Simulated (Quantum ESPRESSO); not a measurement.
# AlZr3Mg2TaSn: different elements on one site, starting from this cell

Computed values, not a measurement. The program is pw.x of Quantum ESPRESSO 7.5 (plane-wave density functional theory). The cell is made up: eight metal atoms on a face-centred cubic lattice, with elements, volume, strain and displacements drawn at random and not relaxed, so it may be unstable or far from any real phase. PseudoDojo standard norm-conserving files set the functional (PBE unless stated); there is no spin polarisation or spin-orbit coupling, the Fermi-Dirac width of 0.25 eV means electrons at about 2900 K, and the masses in the input are unused placeholders. The tin pseudopotential is less sure than most, with forces differing by about three percent from a second method on plain tin. Heavy elements are run without spin-orbit coupling, which real alloys of them have. A spin test at this wide smearing found no moment, but such smearing suppresses magnetism that the real alloy may have.

The runs put different elements on site 8. Cell, positions, cutoff, mesh and smearing stay as in the input of run 1; sites are counted in its order. Stress in the tables is positive in tension.

Input of run 1:

```
&control calculation='scf', pseudo_dir='./dojo.nc.sr.pbe.v0_5.standard.upf', outdir='./o', disk_io='minimal', tprnfor=.true., tstress=.true. /
&system ibrav=0, nat=8, ntyp=5, nbnd=57, ecutwfc=84.00895049, nosym=.true., tot_charge=0,
 occupations='smearing', smearing='fd', degauss=0.0183746611
/
&electrons conv_thr=1.470e-08, electron_maxstep=70, mixing_beta=0.5 /
ATOMIC_SPECIES
Al 1.0 Al.upf
Mg 1.0 Mg.upf
Sn 1.0 Sn.upf
Ta 1.0 Ta.upf
Zr 1.0 Zr.upf
CELL_PARAMETERS angstrom
-0.0012 2.2629 2.2387
-4.3543 4.4963 -4.4456
-4.5314 -4.5824 4.5366
ATOMIC_POSITIONS angstrom
Al -0.0159 0.0695 0.0777
Zr -4.3464 -2.3945 2.4038
Zr -4.3505 -0.2002 0.0878
Zr -4.2978 2.1821 -2.2554
Mg -2.3277 -0.0849 2.3131
Mg -2.2799 2.3078 -0.0575
Ta -6.6298 -0.0684 2.2719
Sn -6.4104 2.1496 0.1909
K_POINTS automatic
7 3 3 1 1 1
```

| run | elements on sites 1 to 8 | -TS (eV) | pressure (GPa) | stress xx (GPa) | stress yy (GPa) | stress zz (GPa) | stress yz (GPa) | stress xz (GPa) | stress xy (GPa) | iterations |
| --- | --- | --- | --- | --- | --- | --- | --- | --- | --- | --- |
| 1 | Al Zr Zr Zr Mg Mg Ta Sn | -1.489 | -3.64 | 3.37 | 3.94 | 3.61 | -1.05 | -0.54 | 0.65 | 18 |
| 2 | Al Zr Zr Zr Mg Mg Ta Ta | -1.763 | -6.35 | 5.39 | 6.79 | 6.89 | -0.26 | -1.20 | 1.49 | 17 |
| 3 | Al Zr Zr Zr Mg Mg Ta Ir | -1.632 | -10.14 | 10.24 | 10.29 | 9.88 | -2.06 | -0.17 | 0.81 | 18 |
| 4 | Al Zr Zr Zr Mg Mg Ta Mg | -1.577 | -3.96 | 3.14 | 4.48 | 4.26 | 0.21 | -1.33 | 1.31 | 17 |
| 5 | Al Zr Zr Zr Mg Mg Ta Re | -1.814 | -9.84 | 9.30 | 10.04 | 10.16 | -1.53 | -0.08 | 1.15 | 18 |

Forces Fx Fy Fz (eV/Å):

| site | run 1 | run 2 | run 3 | run 4 | run 5 |
| --- | --- | --- | --- | --- | --- |
| 1 | 0.29 -0.36 0.26 | 0.78 -0.14 0.01 | 0.83 -0.15 0.01 | 0.42 -0.28 0.16 | 0.91 -0.09 -0.05 |
| 2 | -0.77 0.05 -0.11 | -0.36 -0.03 -0.04 | 0.10 -0.31 0.20 | -1.10 0.34 -0.42 | 0.13 -0.30 0.24 |
| 3 | -0.79 0.10 0.30 | -0.99 0.51 -0.21 | -1.72 0.73 -0.49 | -0.77 0.09 0.41 | -1.65 0.75 -0.69 |
| 4 | -0.04 0.82 -0.47 | -0.55 0.51 -0.12 | -1.02 0.27 0.08 | 0.12 0.79 -0.45 | -0.98 0.26 0.04 |
| 5 | 1.00 0.00 -0.14 | 1.14 -0.24 0.09 | 1.02 -0.23 0.09 | 0.99 -0.09 -0.05 | 1.07 -0.28 0.13 |
| 6 | 0.90 -0.39 0.29 | 0.92 -0.42 0.32 | 0.96 -0.40 0.29 | 0.86 -0.40 0.29 | 0.96 -0.40 0.30 |
| 7 | -0.08 -0.29 0.29 | -0.20 0.16 -0.31 | -0.19 0.27 -0.28 | -0.01 -0.34 0.27 | -0.18 0.42 -0.50 |
| 8 | -0.51 0.06 -0.40 | -0.74 -0.36 0.26 | 0.02 -0.18 0.11 | -0.51 -0.11 -0.20 | -0.25 -0.36 0.53 |

Energies are left out, as each element's file has its own zero. A rerun of one cell of this series at a higher cutoff and on a denser mesh moved values by no more than 0.006 eV in energy, 0.02 GPa in stress and 0.009 eV/Å in force, and a second program with other atomic files agreed on that cell to 2 % rms in force and 0.5 GPa in pressure.